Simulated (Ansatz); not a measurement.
CdSe (zinc blende)

```cif
data_Cd4Se4
_chemical_formula_sum 'Se4 Cd4'
_space_group_name_H-M_alt 'F-43m'
_space_group_IT_number 216
_space_group_name_Hall 'F -4 2 3'
_cell_length_a 6.13332
_cell_length_b 6.13332
_cell_length_c 6.13332
_cell_angle_alpha 90.000
_cell_angle_beta 90.000
_cell_angle_gamma 90.000
loop_
_atom_site_label
_atom_site_type_symbol
_atom_site_symmetry_multiplicity
_atom_site_Wyckoff_symbol
_atom_site_fract_x
_atom_site_fract_y
_atom_site_fract_z
_atom_site_occupancy
Se1 Se 4 c 0.25000 0.25000 0.25000 1
Cd1 Cd 4 a 0.00000 0.00000 0.00000 1
```
(The calculation used a cell of 2 atoms; values per cell refer to that cell.)

The relaxed cell is deformed in two ways at once: its volume V is scaled, and at that volume it is stretched along z (the c axis of the conventional cell) so that c/a changes. Fractional atomic positions are held.

Calculation: r2SCAN (plane waves to 500 eV, PAW, scalar-relativistic; Ansatz, a first-principles code). k mesh 9×9×9 (Γ-centred), Fermi-Dirac smearing 0.05 eV. Energies are smeared free energies. CdSe was relaxed with its symmetry unable to fall. The PAW data are Ansatz's earlier set. ΔE is measured from the relaxed starting cell.

Estimate the ΔE (eV/atom) for all points of the grid V/V₀ = 0.920, 0.947, 0.973, 1.000, 1.027, 1.053, 1.080 by (c/a)/(c/a)₀ = 0.960, 0.973, 0.987, 1.000, 1.013, 1.027, 1.040.

ΔE (eV/atom), with V/V₀ across and (c/a)/(c/a)₀ down:

```
(c/a)/(c/a)₀ \ V/V₀   0.920   0.947   0.973   1.000   1.027   1.053   1.080
-------------------  ------  ------  ------  ------  ------  ------  ------
0.960                0.0357  0.0158  0.0049  0.0016  0.0049  0.0139  0.0278
0.973                0.0352  0.0152  0.0041  0.0007  0.0039  0.0128  0.0266
0.987                0.0349  0.0148  0.0037  0.0002  0.0033  0.0122  0.0259
1.000                0.0347  0.0147  0.0035  0.0000  0.0031  0.0119  0.0257
1.013                0.0349  0.0148  0.0037  0.0002  0.0033  0.0122  0.0259
1.027                0.0352  0.0152  0.0042  0.0007  0.0039  0.0128  0.0266
1.040                0.0358  0.0160  0.0050  0.0017  0.0050  0.0139  0.0278
```

(A scan under strain: stresses follow from slopes of the energy per volume, elastic moduli from its curvatures.)
